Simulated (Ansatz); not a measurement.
BiRh: one input, then a changed one

The cell is the one relaxed in the Materials Project (mp-1064554), not relaxed further here; entries there can be hypothetical.

First run: DFT, r2SCAN, all-electron PAW with datasets made for the crystal, scalar-relativistic (Ansatz 0.2.0).

Command: `ansatz run input.yaml --threads 1 --pin off --max-ram 4096MiB --backend cpu --events-out ev --progress --plain --runs-dir out` The run took about 120 s on 1 thread of a shared machine.

```yaml
crystal:
  lattice:
    - [4.1341687974, 0.0, 0.0]
    - [-2.0670843987, 3.5802952021, 0.0]
    - [0.0, 0.0, 5.68695456]
  atoms:
    - { symbol: Bi, position: [0.3333333333, 0.6666666667, 0.25] }
    - { symbol: Bi, position: [0.6666666667, 0.3333333333, 0.75] }
    - { symbol: Rh, position: [0.0, 0.0, 0.5] }
    - { symbol: Rh, position: [0.0, 0.0, 0.0] }
kpoints:
  mp_grid: { grid: [11, 11, 7] }
  band_path:
    path:
      - [0.0, 0.0, 0.0]
      - [0.5, 0.0, 0.0]
      - [0.3333333333, 0.3333333333, 0.0]
      - [0.0, 0.0, 0.0]
      - [0.0, 0.0, 0.5]
      - [0.5, 0.0, 0.5]
      - [0.3333333333, 0.3333333333, 0.5]
      - [0.0, 0.0, 0.5]
      - [0.5, 0.0, 0.5]
    npoints: 8
scf:
  occupations: { method: fermi_dirac, width: 0.08 }
hamiltonian:
  xc: r2scan
  pseudopotentials: { kind: all_electron, datasets: crystal }
output:
  forces: true
  stress: true
  eigenvalues: true
  efg: { contact_densities: true }
```

Result: converged; pressure -0.05 GPa; no gap on the k mesh; 13 SCF iterations.

Spin–orbit coupling is left out, though it moves levels of the heavy atoms by tenths of an eV or more.

The input is then changed:

```diff
@@ -24,5 +24,5 @@
     npoints: 8
 scf:
-  occupations: { method: fermi_dirac, width: 0.08 }
+  occupations: { method: tetrahedron }
 hamiltonian:
   xc: r2scan
@@ -33,3 +33,4 @@
   eigenvalues: true
   efg: { contact_densities: true }
+accuracy: medium
```

**Question.** What does the second run give?

**Answer.** It converged; energy at zero smearing +0.1 meV/atom from the first run; pressure -0.17 GPa; no gap on the k mesh; 12 SCF iterations.
